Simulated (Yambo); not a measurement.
BaTiO3 (space group Amm2, No. 38), G0W0@LDA in Yambo; all else as in the reference (4×4×4 Γ-centred k mesh, bands 2 to 128 and a 8 Ry block in the screening, 128 bands in G with the Bruneval-Gonze terminator, plasmon pole fitted at 27.2 eV). One parameter is varied: the cutoff of the exchange sum, over 5, 10, 20, 40, 84 Ry.

From which value on does the gap (-0.5, -0.5, -0.5) → Γ stay within 0.05 eV of the largest setting?

From 40 Ry on.
| cutoff of the exchange sum (Ry) | G0W0 gap (eV) | valence shift (eV) |
|---|---|---|
| 5 | 4.36 | 2.68 |
| 10 | 4.37 | 0.81 |
| 20 | 4.05 | -0.01 |
| 40 | 3.85 | -0.31 |
| 84 | 3.82 | -0.35 |
The last step of the sweep still moves the gap by 32 meV; the other settings are held fixed.

Geometry of the Materials Project entry, not relaxed at this level; primitive cell a = 3.983 Å, b = c = 4.057 Å, α = 89.75°, β = γ = 90.00°.

This is not the ordinary phase of the substance.

A shift is the quasiparticle energy of the state minus its LDA energy.
